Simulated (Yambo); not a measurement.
Yambo run on CdO2H2 (space group P1, No. 1). The wavefunctions are PBEsol (pw.x of Quantum ESPRESSO, ONCV potentials, without SOC) ones on a 4×2×2 mesh (34 occupied bands); a = 3.434 Å, b = 5.702 Å, c = 6.053 Å, α = 117.45°, β = 105.77°, γ = 91.21°.

Yambo input:

```
rim_cut
gw0
dyson
el_el_corr
HF_and_locXC
ppa
em1d
RandQpts= 1000000
RandGvec= 1 Ry
EXXRLvcs= 102 Ry
VXCRLvcs= 408 Ry
Chimod= "HARTREE"
% BndsRnXp
 9 | 200 |
%
NGsBlkXp= 8 Ry
% LongDrXp
 1.0 | 1.0 | 1.0 |
%
PPAPntXp= 27.2114 eV
% GbndRnge
 1 | 133 |
%
GTermKind= "BG"
DysSolver= "n"
ExtendOut
% QPkrange
 1 | 1 | 34 | 35 |
 2 | 2 | 34 | 34 |
%
```

k points by index: 1 = Γ, 2 = (0, 0, -0.5).

Table of the .qp output:

```
#    K-point    Band    Eo [eV]    E [eV]    E-Eo [eV]    Vxc [eV]    Vnlxc [eV]    Sc|Eo [eV]    Sc|E [eV]    dSc/dw|Eo [eV]    Re(Z)    Im(Z)
#
    1    34    -0.091066    -1.122913    -1.031847    -21.51635    -27.08836    4.277590    4.540157    -6.923474    0.797171    -0.001197
    1    35    1.647845    2.384247    0.736401    -12.33351    -8.234797    -3.230930    -3.362309    -4.854271    0.848614    -0.881577E-3
    2    34    0.000000    -0.989393    -0.989393    -21.67776    -27.17724    4.257327    4.510094    -6.951066    0.796527    -0.001196
```
(The two width columns are left out.) Convergence of these settings isn't established.

Geometry of the Materials Project entry, not relaxed at this level.

The structure is a Materials Project entry; no match was found in the copy of COD used, and its stability was not checked.
